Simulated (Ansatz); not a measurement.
# Mg2VCr3S8: Coordination and S-33 quadrupole coupling

Cell: a Materials Project structure (computed, not necessarily an observed phase), atoms as given.

```cif
data_Mg2VCr3S8
_symmetry_space_group_name_H-M 'R-3m:H'
_symmetry_Int_Tables_number 166
_cell_length_a 7.2389
_cell_length_b 7.2389
_cell_length_c 17.7020
_cell_angle_alpha 90.000
_cell_angle_beta 90.000
_cell_angle_gamma 120.000
loop_
_atom_site_label
_atom_site_type_symbol
_atom_site_symmetry_multiplicity
_atom_site_Wyckoff_symbol
_atom_site_fract_x
_atom_site_fract_y
_atom_site_fract_z
Mg Mg 6 c 0.0000 0.0000 0.8752
V V 3 b 0.0000 0.0000 0.5000
Cr Cr 9 e 0.1667 0.3333 0.3333
S7 S 6 c 0.0000 0.0000 0.7368
S8 S 18 h 0.8502 0.7004 0.4120
```

One atom of each set is listed; the run and its k-mesh use a cell of 14 atoms with edges of 7.23, 7.23, 7.23 Å.

Computed with Ansatz: DFT, PBE, plane waves and PAW, scalar-relativistic, collinear spin, 420 eV cutoff, Γ-centred 6×6×6 k-points, Fermi–Dirac smearing 0.05 eV. Start moments as typed (μB): 2 on each V, 3 on each Cr, none on the rest.

Q(S-33) = -69.40 mb.

Task: Rank these S sites by |C_Q|, smallest first.
A. S8: 2 Cr at 2.43 Å, 1 V at 2.44 Å, 1 Mg at 2.44 Å
B. S7: 3 Cr at 2.43 Å, 1 Mg at 2.45 Å

Result: B (0.731 MHz, η = 0.00), A (3.74 MHz, η = 0.49).

An axis of threefold or higher order runs through S7, so V_zz lies along it and η is zero. At S8 V_zz points along its one bond to V (within 7°).

The program didn't check the stability of this electronic state in full, so a lower one may lie near. The run finds no gap above 0.1 eV (a metal, or nearly one), so the gradients can move by 10 % or more with the k-mesh. Semilocal functionals can leave a metal where correlation in the d or f shell opens a gap in the real compound, and that would change the values at and beside Cr and V. All moments are parallel here, as the start or the cell imposes; many such compounds order antiparallel, where fields and spin densities carried over to other atoms largely cancel. The magnetic order is the one that the run reached from its start moments, not necessarily the measured one.
